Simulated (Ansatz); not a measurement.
LiNbO₃:
```xyz
10
Lattice="2.5947 1.4981 4.6718 -2.5947 1.4981 4.6718 0.0000 -2.9961 4.6718" Properties=species:S:1:pos:R:3 pbc="T T T"
Li     0.0000     0.0000     9.9066
Li     0.0000     0.0000     2.8990
Nb     0.0000     0.0000    13.8481
Nb     0.0000     0.0000     6.8405
O     -0.6424     1.4585     8.2964
O     -0.9419    -1.2855     8.2964
O      1.5843    -0.1730     8.2964
O     -1.6528     0.2125     5.9605
O      1.0105     1.3251     5.9605
O      0.6424    -1.5376     5.9605
```

Relaxed with PBE.

Question: Decompose the optical modes at the zone centre into irreducible representations, and say which are infrared and Raman allowed.

Answer: Point group 3m: Γ_opt = 4A1 + 5A2 + 9E. Infrared: A1, E. Raman: A1, E.

Question: Assign frequencies (DFPT, plane-wave PAW PBE (Ansatz code); without the LO–TO term).

Answer: E 143, A2 204, E 218, A1 237, E 252, A1 253, A2 281, E 296, A1 322, E 324, E 335, A2 382, E 408, A2 433, E 558, A1 614, E 649, A2 858 cm⁻¹.

Space group R3c. The PBE relaxation kept the symmetry of its start. The run is not spin-polarised.

Potentials: the later of the program's two PAW sets.
